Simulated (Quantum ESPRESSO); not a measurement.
## Kohn-Sham bands of ZrS2 (CdI2 type)

```
CELL_PARAMETERS angstrom
      3.69138     0.00000     0.00000
     -1.84569     3.19683     0.00000
      0.00000     0.00000     6.04108
ATOMIC_POSITIONS crystal
  Zr 0.00000 0.00000 0.00000
  S  0.66667 0.33333 0.76209
  S  0.33333 0.66667 0.23791
```

Structure: Materials Project mp-1186, symmetrised, not relaxed again. Not found in the COD (Crystallography Open Database) copy used; not checked further. Method: PBEsol plane waves in Quantum ESPRESSO 7.5 (PseudoDojo norm-conserving files, 53 Ry, spinors with spin-orbit coupling), Bloch states on a 6×6×4 mesh through Γ, Wannier90 4.0.1. Density: 12×12×6 mesh, cold smearing 0.01 Ry. The cell is built of weakly bound layers, chains or molecules, whose nearest atoms lie 3.82 Å apart. Database cells relaxed without dispersion often hold them too far apart, which can enlarge gaps and weakens couplings between them; spacing and stacking were not compared with the measured crystal.

Q: List the Kohn-Sham levels between −8 and 4.0 eV relative to the valence-band maximum at the high-symmetry points, as a band run of pw.x on that density gives them (levels within 2 meV counted together).

A: 
| point | k (reciprocal lattice) | levels (eV) |
|---|---|---|
| Γ | 0.000 0.000 0.000 | -4.27 (×2), -2.80 (×2), -2.79 (×2), -0.16 (×2), -0.05 (×2), -0.03 (×2), 1.52 (×2), 1.53 (×2), 2.37 (×2) |
| M | 0.500 0.000 0.000 | -4.33 (×2), -2.60 (×2), -2.47 (×2), -2.39 (×2), -1.69 (×2), -1.18 (×2), 1.12 (×2), 3.19 (×2), 3.46 (×2) |
| K | 0.333 0.333 0.000 | -3.37 (×2), -3.32 (×2), -3.31 (×2), -2.01 (×2), -2.00 (×2), -1.44 (×2), 2.13 (×2), 3.11 (×2), 3.18 (×2) |
| A | 0.000 0.000 0.500 | -3.36 (×2), -2.77 (×2), -2.76 (×2), -1.62 (×2), -0.23 (×2), -0.15 (×2), 1.50 (×2), 1.50 (×2), 2.68 (×2) |
| L | 0.500 0.000 0.500 | -4.43 (×2), -3.11 (×2), -2.58 (×2), -2.23 (×2), -1.00 (×2), -0.79 (×2), 0.95 (×2), 3.19 (×2), 3.46 (×2) |
| H | 0.333 0.333 0.500 | -3.46 (×2), -3.43 (×2), -3.08 (×2), -1.88 (×2), -1.77 (×2), -1.76 (×2), 2.23 (×2), 2.85 (×2), 2.91 (×2) |
